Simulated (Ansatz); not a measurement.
# Zn2CdSe3: relaxed-ion elastic tensor

All numbers below come from Ansatz, DFT PBE, scalar-relativistic, plane waves, PAW. Settings: 420 eV plane-wave cutoff, Γ-centred 6×6×2 mesh, fixed occupations. No spin polarisation.

Relaxed structure:
```xyz
12
Lattice="4.1484 0.0000 0.0000 -2.0742 3.5926 0.0000 0.0000 0.0000 20.5737" Properties=species:S:1:pos:R:3 pbc="T T T"
Zn    0.0000    2.3951   20.5257
Zn    0.0000    2.3951    6.9691
Zn    2.0742    1.1975   10.2389
Zn    2.0742    1.1975   17.2560
Cd    0.0000    2.3951   13.7952
Cd    2.0742    1.1975    3.5084
Se    0.0000    2.3951    2.4305
Se    0.0000    2.3951    9.4570
Se    0.0000    2.3951   16.4646
Se    2.0742    1.1975    6.1777
Se    2.0742    1.1975   12.7173
Se    2.0742    1.1975   19.7438
```

The structure comes from a generated guess, relaxed at this level; another structure or a mixture of phases may lie lower.

Question: Give the relaxed-ion elastic constants (GPa, Voigt order xx yy zz yz xz xy, on the Cartesian axes of the cell above).

Answer:
```
 78.4  38.2  31.6   0.0   0.0   0.0
 38.2  78.4  31.6   0.0   0.0   0.0
 31.6  31.6 100.0   0.0   0.0   0.0
  0.0   0.0   0.0  17.8   0.0   0.0
  0.0   0.0   0.0   0.0  17.8   0.0
  0.0   0.0   0.0   0.0   0.0  20.1
```

Question: Is the crystal stable against homogeneous strain?

Answer: Yes: the least eigenvalue of the tensor is 17.8 GPa.

Question: And the moduli of a polycrystal (Hill averages)?

Answer: B = 51 GPa, G = 21 GPa, E = 55 GPa, ν = 0.32.
